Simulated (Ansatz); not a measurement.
AlRh (CsCl type, Pm-3m) under volume change, plane-wave PAW r²SCAN (Ansatz code), scaled uniformly.

```
V (Å³/atom)  E − E(relaxed) (meV/atom)  P (GPa)
-----------  -------------------------  -------
12.009                            85.1    25.02
12.405                            35.6    15.27
12.801                               ?        ?
13.197                             0.0     0.00
13.592                             7.5    -5.93
13.988                            28.6   -10.96
14.384                               ?        ?
```

### Question
Complete the blanks.

### Answer

- 12.801, E − E(relaxed) (meV/atom): 8.4
- 12.801, P (GPa): 7.00
- 14.384, E − E(relaxed) (meV/atom): 61.1
- 14.384, P (GPa): -15.21

### Question
What does a third-order Birch–Murnaghan fit give for V₀, B₀ and B′?

### Answer
V₀ = 13.20 Å³/atom, B₀ = 214 GPa, B′ = 4.5.

The workflow started from a Materials Project entry (that database holds measured and hypothetical structures alike); the Crystallography Open Database copy checked does not list it. With Al and Rh taken as one species the cell has the higher symmetry Im-3m, so it may be an ordered model of a mixed-site phase. Its standing as an ambient phase is unchecked. The cell was relaxed with r²SCAN under the symmetry of its start; of distortions, only those at the zone centre were tested. No spin polarisation was allowed.

Potentials: the later of the program's two PAW sets.
